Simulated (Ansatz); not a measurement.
An Ansatz (a quantum-chemistry and plane-wave program) run. Input:

Ansatz 0.2 input:
```yaml
crystal:
  lattice:
    - [0.0, 3.1089249167, 3.1089249167]
    - [3.1089249167, 0.0, 3.1089249167]
    - [3.1089249167, 3.1089249167, 0.0]
  atoms:
    - { symbol: Pb, position: [0.0, 0.0, 0.0] }
    - { symbol: Se, position: [0.5, 0.5, 0.5] }
kpoints:
  mp_grid: { grid: [6, 6, 6] }
  band_path:
    path:
      - [[0.0, 0.0, 0.0], [0.5, 0.0, 0.5], [0.625, 0.25, 0.625]]  # Γ-X-U
      - [[0.375, 0.375, 0.75], [0.0, 0.0, 0.0], [0.5, 0.5, 0.5], [0.5, 0.25, 0.75], [0.5, 0.0, 0.5]]  # K-Γ-L-W-X
      - [VBM, CBM]
    npoints: 12
basis: { xc_grid: 2 }
hamiltonian:
  xc: pbe
  pseudopotentials: { kind: paw }
magnetization: { noncollinear: true, spin_orbit: true }
scf:
  n_extra_bands: 12
  convergence: { dr2_threshold: 0.0000000001 }
  occupations: { method: gaussian, width: 0.01 }
checkpoint: { write: soc.run }
output: { eigenvalues: true }
```

Output (shortened):

```
Pseudopotential: Pb, paw_fr, valence charge 14
Pseudopotential: Se, paw_fr, valence charge 16
Functional definition: PBE
non-collinear run that drives no moment, with spin-orbit …
Crystal: 2 atoms, lattice volume = 60.098 Å³
Basis set: ecut = 420 eV, 1211 PW (Γ), exchange–correlation on 60×60×60 points (8 copies of the dense FFT grid, shifted against one another)
Bands: 42, of which v1, the nominal top of the filled ones, is band 30 counted from 1 (29 counted from 0)
Symmetry: 48 space group operations + 48 with time reversal
k-points: 16 of 216
Projection manifold: j_resolved (fully-relativistic pseudo-atomic orbitals)
SCF iter   1: F=—  HF=-17415.359924 eV  |F-HF|=—  |Δ(HF+E_count)|=         —  Δρ=1.94e-2  dr2=3.56e-1  dr2_m=0.00e0 (ungated)  ethr=3.10e-3  |M|=0.00e0 ∫|m|=0.00e0 μB  |m|>n=0.0e0 m-floor=0.0e0 τ_xc=0.0e0  β_m=0.30  ⟨swp⟩=8.5  Hψ=1725  notcnv=0  defer=12
preconditioner: auto → none
SCF iter   2: F=—  HF=-17415.288880 eV  |F-HF|=—  |Δ(HF+E_count)|=   7.10e-2  Δρ=9.83e-3  dr2=5.37e-2  dr2_m=0.00e0 (ungated)  ethr=1.19e-3  |M|=0.00e0 ∫|m|=0.00e0 μB  |m|>n=0.0e0 m-floor=0.0e0 τ_xc=0.0e0  β_m=0.37  ⟨swp⟩=2.2  Hψ=461  notcnv=0  defer=80
SCF iter   3: F=—  HF=-17415.286871 eV  |F-HF|=—  |Δ(HF+E_count)|=   2.01e-3  Δρ=4.89e-3  dr2=1.23e-2  dr2_m=0.00e0 (ungated)  ethr=1.79e-4  |M|=0.00e0 ∫|m|=0.00e0 μB  |m|>n=0.0e0 m-floor=0.0e0 τ_xc=0.0e0  β_m=0.52  ⟨swp⟩=2.0  Hψ=351  notcnv=0  defer=80
SCF iter   4: F=—  HF=-17415.288651 eV  |F-HF|=—  |Δ(HF+E_count)|=   1.78e-3  Δρ=7.10e-4  dr2=1.86e-4  dr2_m=0.00e0 (ungated)  ethr=4.11e-5  |M|=0.00e0 ∫|m|=0.00e0 μB  |m|>n=0.0e0 m-floor=0.0e0 τ_xc=0.0e0  β_m=0.57  ⟨swp⟩=2.5  Hψ=448  notcnv=0  defer=80
SCF iter   5: F=—  HF=-17415.288755 eV  |F-HF|=—  |Δ(HF+E_count)|=   1.04e-4  Δρ=1.40e-4  dr2=7.15e-6  dr2_m=0.00e0 (ungated)  ethr=6.19e-7  |M|=0.00e0 ∫|m|=0.00e0 μB  |m|>n=0.0e0 m-floor=0.0e0 τ_xc=0.0e0  β_m=0.65  ⟨swp⟩=2.1  Hψ=426  notcnv=0  defer=80
SCF iter   6: F=—  HF=-17415.288758 eV  |F-HF|=—  |Δ(HF+E_count)|=   3.06e-6  Δρ=3.26e-5  dr2=4.46e-7  dr2_m=0.00e0 (ungated)  ethr=2.38e-8  |M|=0.00e0 ∫|m|=0.00e0 μB  |m|>n=0.0e0 m-floor=0.0e0 τ_xc=0.0e0  β_m=0.67  ⟨swp⟩=2.2  Hψ=414  notcnv=0  defer=80
SCF iter   7: F=—  HF=-17415.288760 eV  |F-HF|=—  |Δ(HF+E_count)|=   1.49e-6  Δρ=4.97e-6  dr2=7.52e-9  dr2_m=0.00e0 (ungated)  ethr=1.49e-9  |M|=0.00e0 ∫|m|=0.00e0 μB  |m|>n=0.0e0 m-floor=0.0e0 τ_xc=0.0e0  β_m=0.81  ⟨swp⟩=2.0  Hψ=483  notcnv=0  defer=80
SCF iter   8: F=—  HF=-17415.288760 eV  |F-HF|=—  |Δ(HF+E_count)|=   1.67e-8  Δρ=6.34e-7  dr2=3.12e-10  dr2_m=0.00e0 (ungated)  ethr=2.51e-11  |M|=0.00e0 ∫|m|=0.00e0 μB  |m|>n=0.0e0 m-floor=0.0e0 τ_xc=0.0e0  β_m=0.89  ⟨swp⟩=2.1  Hψ=473  notcnv=0  defer=80
SCF iter   9: F=-17415.288760 eV  HF=-17415.288760 eV  |F-HF|=3.64e-12  |Δ(HF+E_count)|=  2.18e-11  Δρ=7.68e-8  dr2=2.29e-12  dr2_m=0.00e0 (ungated)  ethr=1.00e-12  |M|=0.00e0 ∫|m|=0.00e0 μB  |m|>n=0.0e0 m-floor=0.0e0 τ_xc=0.0e0  ⟨swp⟩=10.2  Hψ=1293  notcnv=0
SCF 1 converged in 9 iterations: F = -17415.288760 eV  dr2 = 2.29e-12
NSCF: frozen V_eff on 16 k-points
NSCF: frozen V_eff on 16 k-points
NSCF: frozen V_eff on 16 k-points
NSCF: frozen V_eff on 8 k-points
NSCF: frozen V_eff on 8 k-points
NSCF: frozen V_eff on 3 k-points
NSCF: frozen V_eff on 6 k-points
NSCF: frozen V_eff on 3 k-points
NSCF: frozen V_eff on 3 k-points
NSCF: frozen V_eff on 3 k-points
NSCF: frozen V_eff on 87 k-points
SCF converged after 9 iterations
Magnetization: |M| = 0.0000 μB,  M = (+0.0000, +0.0000, +0.0000) μB
Absolute magnetization: 0.0000 μB (∫|m|)
  site 0: m = (+0.0000, +0.0000, +0.0000) μB, |m| = 0.0000 μB  (R = 1.28 Å)
  site 1: m = (+0.0000, +0.0000, +0.0000) μB, |m| = 0.0000 μB  (R = 1.28 Å)
Free energy (F): -17415.288760 eV
Harris-Foulkes:  -17415.288760 eV  (|F-HF|=3.64e-12)
Internal energy: -17415.288759 eV  (E = F + TS)
E sigma→0 (E₀):  -17415.288759 eV
Entropy (-TS):    0.000000 eV ( 0.000 meV/atom)
Fermi energy:    8.202979 eV
--- Per-component energies (eV) ---
  E_band       = -443.554702
  E_kinetic    = 405.562729
  E_local      = -3601.645347  (includes V_loc(G=0)·N_el)
  E_nonlocal   = -244.868133
  E_hartree    = 1670.829604
  E_xc         = -325.005360
  E_vxc        = -230.560925  (∫ρ·V_xc dr)
  E_paw        = -12355.219787  (= ΣΔE_a)
  E_vpaw       = -113.701632  (= ΣTr[D̂ρ^β])
  E_aug_tail   = -0.000543  (compensation charges beyond the density's cutoff)
  E_ewald      = -2964.941923
  E_smearing   =  0.000000  (= −TS)
  E_closure    = 0.000000  (closes the sum)
  Σ components = -17415.288760   (vs F -17415.288760, Δ=0.00e0)
  [band-id]    e_kinetic+e_local+e_nonlocal+2·e_hartree+e_vxc+e_vpaw+e_augmentation_tail = -443.554641   (vs E_band -443.554702, Δ=6.10e-5)
--- Band table (eV; the first three rows and the last of 16) ---
  k-point 0: bands = ["-39.4549", "-39.4549", "-39.4549", "-39.4549", "-38.5614", "-38.5614", "-38.5614", "-38.5614", "-38.5604", "-38.5604", "-9.8744", "-9.8744", "-9.8744", "-9.8744", "-7.3067", "-7.3067", "-7.3045", "-7.3045", "-7.3045", "-7.3045", …
  k-point 1: bands = ["-39.4549", "-39.4549", "-39.4548", "-39.4548", "-38.5614", "-38.5614", "-38.5614", "-38.5614", "-38.5604", "-38.5604", "-9.8749", "-9.8749", "-9.8721", "-9.8721", "-7.3097", "-7.3097", "-7.3020", "-7.3020", "-7.3014", "-7.3014", …
  k-point 2: bands = ["-39.4548", "-39.4548", "-39.4548", "-39.4548", "-38.5614", "-38.5614", "-38.5614", "-38.5614", "-38.5604", "-38.5604", "-9.8759", "-9.8759", "-9.8677", "-9.8677", "-7.3198", "-7.3198", "-7.2950", "-7.2950", "-7.2930", "-7.2930", …
  k-point 15: bands = ["-39.4548", "-39.4548", "-39.4548", "-39.4548", "-38.5614", "-38.5614", "-38.5614", "-38.5614", "-38.5604", "-38.5604", "-9.8803", "-9.8803", "-9.8687", "-9.8687", "-7.3676", "-7.3676", "-7.3033", "-7.3033", "-7.2771", "-7.2771", …
```

Cost: very roughly 40 core-seconds on shared cores.

Space group Fm-3m (rock salt). The cell was relaxed with PBE under the symmetry of its start; of distortions, only those at the zone centre were tested.

Potentials: the later of the program's two PAW sets.

Ansatz is a plane-wave DFT program.
